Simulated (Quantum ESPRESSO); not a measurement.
# Al8P6CSe: finding a planted mistake in a log

Simulated, not a measurement. The program is pw.x of Quantum ESPRESSO 7.5 (plane-wave density functional theory). The cell is made up: 16 atoms on a doubled zincblende/diamond lattice, with randomly drawn elements, strain and displacements, not relaxed. PseudoDojo standard norm-conserving files (v0.5 for PBE, v0.4.1 for LDA and PBEsol) set the functional; there is no spin polarisation, spin-orbit coupling or dispersion term, and the masses in the input are unused placeholders.

Intended input:

```
&control calculation='scf', pseudo_dir='./dojo.nc.sr.pbe.v0_5.standard.upf', outdir='./o', disk_io='low', tprnfor=.true., tstress=.true. /
&system ibrav=0, nat=16, ntyp=4, nbnd=43, ecutwfc=85.99341389, nosym=.true., tot_charge=0,
 occupations='smearing', smearing='fd', degauss=0.0018374661
/
&electrons conv_thr=7.350e-09, electron_maxstep=60, /
ATOMIC_SPECIES
Al 1.0 Al.upf
C 1.0 C.upf
P 1.0 P.upf
Se 1.0 Se.upf
CELL_PARAMETERS angstrom
5.6969 -0.0402 -0.0131
-0.0402 5.6208 -0.0412
-0.0262 -0.0824 11.2119
ATOMIC_POSITIONS angstrom
Al 0.0295 -0.1019 -0.0978
Al 0.1539 2.8288 2.8742
Al 3.0263 0.1046 2.6794
Al 2.7972 2.7982 0.2081
Al -0.1024 -0.0651 5.6123
Al -0.1269 2.8842 8.3867
Al 2.7293 0.016 8.5254
Al 2.8194 2.7719 5.5953
P 1.3371 1.3161 1.4762
C 1.5514 4.0009 4.1727
P 4.2733 1.4152 4.1734
P 4.2646 4.1391 1.3584
P 1.3558 1.3465 6.8868
P 1.3693 4.2059 9.7866
P 4.0029 1.2331 9.8576
Se 4.2036 4.2806 6.9812
K_POINTS automatic
4 4 2 1 1 1
```

The log is shortened where brackets say so; the opening notice, blank lines, dates and the lines on written files are dropped, and the path of the files is cut. It prints rydbergs, bohrs and kilobars, and counts compression as positive stress. Where no state is partly filled, the Fermi energy that it prints is only some level between the filled and the empty states on the mesh, and need not lie in the true gap.

Log of the intended run:

```
     Program PWSCF v.7.5
     Parallel version (MPI & OpenMP), running on       4 processor cores
     Number of MPI processes:                 4
     Threads/MPI process:                     1
     [start-up lines left out]
     bravais-lattice index     =            0
     lattice parameter (alat)  =      10.7659  a.u.
     unit-cell volume          =    2422.5056 (a.u.)^3
     number of atoms/cell      =           16
     number of atomic types    =            4
     number of electrons       =        74.00
     number of Kohn-Sham states=           43
     kinetic-energy cutoff     =      85.9934  Ry
     charge density cutoff     =     343.9737  Ry
     scf convergence threshold =      7.3E-09
     mixing beta               =       0.7000
     number of iterations used =            8  plain     mixing
     Exchange-correlation= PBE
                           (   1   4   3   4   0   0   0)
     [axes and pseudopotential details left out]
   Cartesian axes
     site n.     atom                  positions (alat units)
         1        Al     tau(   1) = (   0.0051781  -0.0178864  -0.0171668  )
         2        Al     tau(   2) = (   0.0270139   0.4965371   0.5045061  )
         3        Al     tau(   3) = (   0.5312041   0.0183604   0.4703130  )
         4        Al     tau(   4) = (   0.4909904   0.4911659   0.0365276  )
         5        Al     tau(   5) = (  -0.0179742  -0.0114270   0.9851227  )
         6        Al     tau(   6) = (  -0.0222747   0.5062614   1.4721110  )
         7        Al     tau(   7) = (   0.4790719   0.0028085   1.4964569  )
         8        Al     tau(   8) = (   0.4948871   0.4865495   0.9821387  )
         9        P      tau(   9) = (   0.2347001   0.2310140   0.2591162  )
        10        C      tau(  10) = (   0.2723160   0.7022749   0.7324308  )
        11        P      tau(  11) = (   0.7500891   0.2484090   0.7325537  )
        12        P      tau(  12) = (   0.7485619   0.7265330   0.2384389  )
        13        P      tau(  13) = (   0.2379825   0.2363501   1.2088347  )
        14        P      tau(  14) = (   0.2403522   0.7382584   1.7178343  )
        15        P      tau(  15) = (   0.7026259   0.2164451   1.7302969  )
        16        Se     tau(  16) = (   0.7378547   0.7513704   1.2254046  )
     number of k points=    16  Fermi-Dirac smearing, width (Ry)=  0.0018
                       cart. coord. in units 2pi/alat
        k(    1) = (   0.1262054   0.1285387   0.1282711), wk =   0.1250000
        k(    2) = (   0.1256080   0.1266721  -0.1258070), wk =   0.1250000
     [further k points left out]
     Dense  grid:   260983 G-vectors     FFT dimensions: (  64,  64, 125)
     Estimated max dynamical RAM per process >     505.06 MB
     Estimated total dynamical RAM >       1.79 GB
     Initial potential from superposition of free atoms
     starting charge      73.9795, renormalised to      74.0000
     Starting wfcs are   69 randomized atomic wfcs
     total cpu time spent up to now is        6.8 secs
     per-process dynamical memory:   363.3 Mb
     Self-consistent Calculation
     iteration #  1     ecut=    85.99 Ry     beta= 0.70
     Davidson diagonalization with overlap
     ethr =  1.00E-02,  avg # of iterations =  4.0
     total cpu time spent up to now is       18.3 secs
     total energy              =    -374.02222854 Ry
     estimated scf accuracy    <       1.80329123 Ry
     iteration #  2     ecut=    85.99 Ry     beta= 0.70
     Davidson diagonalization with overlap
     ethr =  2.44E-03,  avg # of iterations =  7.5
     total cpu time spent up to now is       32.1 secs
     total energy              =    -372.50998293 Ry
     estimated scf accuracy    <      18.52460884 Ry
     [iterations 3 to 13 left out]
     iteration # 14     ecut=    85.99 Ry     beta= 0.70
     Davidson diagonalization with overlap
     ethr =  1.10E-10,  avg # of iterations =  3.1
     total cpu time spent up to now is      173.7 secs
     total energy              =    -374.96333094 Ry
     estimated scf accuracy    <       0.00000002 Ry
     iteration # 15     ecut=    85.99 Ry     beta= 0.70
     Davidson diagonalization with overlap
     ethr =  2.67E-11,  avg # of iterations =  2.5
     total cpu time spent up to now is      183.1 secs
     End of self-consistent calculation
     [lines on levels left out]
     the Fermi energy is     5.5627 ev
!    total energy              =    -374.96333094 Ry
     estimated scf accuracy    <          1.6E-09 Ry
     smearing contrib. (-TS)   =      -0.00000000 Ry
     internal energy E=F+TS    =    -374.96333094 Ry
     The total energy is F=E-TS. E is the sum of the following terms:
     one-electron contribution =    -204.76508178 Ry
     hartree contribution      =     126.50590322 Ry
     xc contribution           =     -93.74235252 Ry
     ewald contribution        =    -202.96179985 Ry
     convergence has been achieved in  15 iterations
     Forces acting on atoms (cartesian axes, Ry/au):
     atom    1 type  1   force =    -0.03931265    0.03761244    0.04218038
     atom    2 type  1   force =     0.03323763    0.05016015    0.06555847
     atom    3 type  1   force =    -0.05828282   -0.06258679    0.05311328
     atom    4 type  1   force =    -0.03215639   -0.02207979   -0.03107528
     atom    5 type  1   force =     0.09905593    0.00556506   -0.11680734
     atom    6 type  1   force =     0.03608275   -0.06361442    0.02744538
     atom    7 type  1   force =    -0.06006396    0.00248486   -0.04761950
     atom    8 type  1   force =    -0.08209249    0.02165539   -0.10910151
     atom    9 type  3   force =     0.00911592    0.00307023   -0.03598726
     atom   10 type  2   force =    -0.01870733    0.00468462    0.00891505
     atom   11 type  3   force =     0.01855248    0.00317063    0.02567578
     atom   12 type  3   force =     0.04101095    0.01809313    0.00963277
     atom   13 type  3   force =    -0.00361897    0.01287310    0.05647874
     atom   14 type  3   force =     0.01173152   -0.05383414   -0.01162038
     atom   15 type  3   force =     0.08500150    0.06378765    0.02424708
     atom   16 type  4   force =    -0.03955406   -0.02104213    0.03896431
     Total force =     0.326747     Total SCF correction =     0.000122
     Computing stress (Cartesian axis) and pressure
          total   stress  (Ry/bohr**3)                   (kbar)     P=      -53.32
  -0.00040126   0.00011300  -0.00003810          -59.03       16.62       -5.60
   0.00011300  -0.00034164   0.00011695           16.62      -50.26       17.20
  -0.00003810   0.00011695  -0.00034453           -5.60       17.20      -50.68
     init_run     :      6.17s CPU      6.45s WALL (       1 calls)
     electrons    :    175.01s CPU    176.39s WALL (       1 calls)
     forces       :      2.69s CPU      2.76s WALL (       1 calls)
     stress       :      7.94s CPU      8.19s WALL (       1 calls)
     [timing details left out]
     PWSCF        :   3m12.19s CPU   3m14.29s WALL
     JOB DONE.
```

A second run was made from an input with one planted mistake. Its log:

```
     Program PWSCF v.7.5
     Parallel version (MPI & OpenMP), running on       4 processor cores
     Number of MPI processes:                 4
     Threads/MPI process:                     1
     [start-up lines left out]
     bravais-lattice index     =            0
     lattice parameter (alat)  =      10.7659  a.u.
     unit-cell volume          =    2422.5056 (a.u.)^3
     number of atoms/cell      =           16
     number of atomic types    =            4
     number of electrons       =        74.00
     number of Kohn-Sham states=           43
     kinetic-energy cutoff     =      85.9934  Ry
     charge density cutoff     =     343.9737  Ry
     scf convergence threshold =      7.3E-09
     mixing beta               =       0.7000
     number of iterations used =            8  plain     mixing
     Exchange-correlation= SLA  PW   NOGX NOGC
                           (   1   4   0   0   0   0   0)
     [axes and pseudopotential details left out]
   Cartesian axes
     site n.     atom                  positions (alat units)
         1        Al     tau(   1) = (   0.0051781  -0.0178864  -0.0171668  )
         2        Al     tau(   2) = (   0.0270139   0.4965371   0.5045061  )
         3        Al     tau(   3) = (   0.5312041   0.0183604   0.4703130  )
         4        Al     tau(   4) = (   0.4909904   0.4911659   0.0365276  )
         5        Al     tau(   5) = (  -0.0179742  -0.0114270   0.9851227  )
         6        Al     tau(   6) = (  -0.0222747   0.5062614   1.4721110  )
         7        Al     tau(   7) = (   0.4790719   0.0028085   1.4964569  )
         8        Al     tau(   8) = (   0.4948871   0.4865495   0.9821387  )
         9        P      tau(   9) = (   0.2347001   0.2310140   0.2591162  )
        10        C      tau(  10) = (   0.2723160   0.7022749   0.7324308  )
        11        P      tau(  11) = (   0.7500891   0.2484090   0.7325537  )
        12        P      tau(  12) = (   0.7485619   0.7265330   0.2384389  )
        13        P      tau(  13) = (   0.2379825   0.2363501   1.2088347  )
        14        P      tau(  14) = (   0.2403522   0.7382584   1.7178343  )
        15        P      tau(  15) = (   0.7026259   0.2164451   1.7302969  )
        16        Se     tau(  16) = (   0.7378547   0.7513704   1.2254046  )
     number of k points=    16  Fermi-Dirac smearing, width (Ry)=  0.0018
                       cart. coord. in units 2pi/alat
        k(    1) = (   0.1262054   0.1285387   0.1282711), wk =   0.1250000
        k(    2) = (   0.1256080   0.1266721  -0.1258070), wk =   0.1250000
     [further k points left out]
     Dense  grid:   260983 G-vectors     FFT dimensions: (  64,  64, 125)
     Estimated max dynamical RAM per process >     505.06 MB
     Estimated total dynamical RAM >       1.79 GB
     Initial potential from superposition of free atoms
     starting charge      73.9816, renormalised to      74.0000
     Starting wfcs are   69 randomized atomic wfcs
     total cpu time spent up to now is        6.7 secs
     per-process dynamical memory:   356.0 Mb
     Self-consistent Calculation
     iteration #  1     ecut=    85.99 Ry     beta= 0.70
     Davidson diagonalization with overlap
     ethr =  1.00E-02,  avg # of iterations =  4.0
     total cpu time spent up to now is       18.4 secs
     total energy              =    -374.93691119 Ry
     estimated scf accuracy    <       1.78869827 Ry
     iteration #  2     ecut=    85.99 Ry     beta= 0.70
     Davidson diagonalization with overlap
     ethr =  2.42E-03,  avg # of iterations =  7.3
     total cpu time spent up to now is       32.5 secs
     total energy              =    -373.40815570 Ry
     estimated scf accuracy    <      18.81295604 Ry
     [iterations 3 to 13 left out]
     iteration # 14     ecut=    85.99 Ry     beta= 0.70
     Davidson diagonalization with overlap
     ethr =  1.04E-10,  avg # of iterations =  3.0
     total cpu time spent up to now is      173.5 secs
     total energy              =    -375.87683189 Ry
     estimated scf accuracy    <          9.9E-09 Ry
     iteration # 15     ecut=    85.99 Ry     beta= 0.70
     Davidson diagonalization with overlap
     ethr =  1.34E-11,  avg # of iterations =  4.2
     total cpu time spent up to now is      184.0 secs
     End of self-consistent calculation
     [lines on levels left out]
     the Fermi energy is     5.2804 ev
!    total energy              =    -375.87683189 Ry
     estimated scf accuracy    <          2.4E-09 Ry
     smearing contrib. (-TS)   =      -0.00000001 Ry
     internal energy E=F+TS    =    -375.87683188 Ry
     The total energy is F=E-TS. E is the sum of the following terms:
     one-electron contribution =    -206.08286589 Ry
     hartree contribution      =     126.49481095 Ry
     xc contribution           =     -93.32697709 Ry
     ewald contribution        =    -202.96179985 Ry
     convergence has been achieved in  15 iterations
     Forces acting on atoms (cartesian axes, Ry/au):
     atom    1 type  1   force =    -0.03658874    0.03492548    0.04046231
     atom    2 type  1   force =     0.03439420    0.04781296    0.06462993
     atom    3 type  1   force =    -0.05624388   -0.06020863    0.05176312
     atom    4 type  1   force =    -0.03003280   -0.02153311   -0.02918212
     atom    5 type  1   force =     0.09448324    0.00550636   -0.11046962
     atom    6 type  1   force =     0.03481005   -0.05922871    0.02559238
     atom    7 type  1   force =    -0.05671455    0.00270949   -0.04384737
     atom    8 type  1   force =    -0.08044459    0.02230898   -0.10739739
     atom    9 type  3   force =     0.01021320    0.00427535   -0.03453493
     atom   10 type  2   force =    -0.01926674    0.00106433    0.00930936
     atom   11 type  3   force =     0.01772072    0.00248725    0.02421487
     atom   12 type  3   force =     0.03812059    0.01774539    0.00800709
     atom   13 type  3   force =    -0.00336322    0.01201628    0.05393909
     atom   14 type  3   force =     0.00980257   -0.04916830   -0.01135135
     atom   15 type  3   force =     0.07953448    0.05948269    0.02216142
     atom   16 type  4   force =    -0.03642455   -0.02019581    0.03670319
     Total force =     0.312041     Total SCF correction =     0.000140
     Computing stress (Cartesian axis) and pressure
          total   stress  (Ry/bohr**3)                   (kbar)     P=      -83.91
  -0.00061070   0.00010284  -0.00004219          -89.84       15.13       -6.21
   0.00010284  -0.00054846   0.00010745           15.13      -80.68       15.81
  -0.00004219   0.00010745  -0.00055206           -6.21       15.81      -81.21
     init_run     :      6.29s CPU      6.53s WALL (       1 calls)
     electrons    :    175.92s CPU    177.31s WALL (       1 calls)
     forces       :      2.66s CPU      2.73s WALL (       1 calls)
     stress       :      7.92s CPU      8.15s WALL (       1 calls)
     [timing details left out]
     PWSCF        :   3m13.02s CPU   3m15.04s WALL
     JOB DONE.
```

Question: what was wrong in the second input?

Answer: the files are those of another functional. The input lines that differ, file-writing options aside:

```
- &control calculation='scf', pseudo_dir='./dojo.nc.sr.pbe.v0_5.standard.upf', outdir='./o', disk_io='low', tprnfor=.true., tstress=.true. /
+ &control calculation='scf', pseudo_dir='./dojo.nc.sr.lda.v0_4_1.standard.upf', outdir='./o', disk_io='low', tprnfor=.true., tstress=.true. /
```

```
                                            intended run  run with the mistake
                          free energy (eV)     -5101.636             -5114.065
                    smearing term -TS (eV)        0.0000                0.0000
                            pressure (GPa)         -5.33                 -8.39
            largest force component (eV/Å)         3.003                 2.840
largest change of a force component (eV/Å)                               0.163
                                iterations            15                    15
```

For scale, a rerun of the intended cell at a cutoff of 1467 eV and k mesh 6 x 6 x 4 moved values by no more than 0.012 eV in energy, 0.02 GPa in stress and 0.005 eV/Å in force. Files of another functional have another zero of energy, so the energy change says nothing on stability.